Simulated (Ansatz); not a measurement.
**Structure optimisation: cobalt, dhcp**

Theory: DFT, PBE, plane waves (420 eV) with PAW, scalar-relativistic (Ansatz 0.2.0).

k-point mesh 14×14×4, Fermi-Dirac smearing 0.05 eV, starting moments 1.70 ×2, -1.70 ×2 μB. Cell and atoms relax.

Starting structure:

```
Co
1.0
     2.50188    0.00000    0.00000
    -1.25094    2.16670    0.00000
     0.00000    0.00000    8.17115
Co
4
Direct
  0.00000 0.00000 0.00000
  0.00000 0.00000 0.50000
  0.33333 0.66667 0.25000
  0.66667 0.33333 0.75000
```

Q: What cell does the relaxation end in?

A: P6_3/mmc (spin ignored) with a = 2.495 Å, c = 8.082 Å (c/a = 3.239); 10.89 Å³ per atom against 11.07 at the start (-1.6 %).

Q: How much energy does the relaxation gain?

A: 2.3 meV per atom.

Q: Which magnetic state does it end in?

A: ferromagnetic, net 1.64 μB per atom; moments 1.72 ×2, 1.70 ×2 μB.
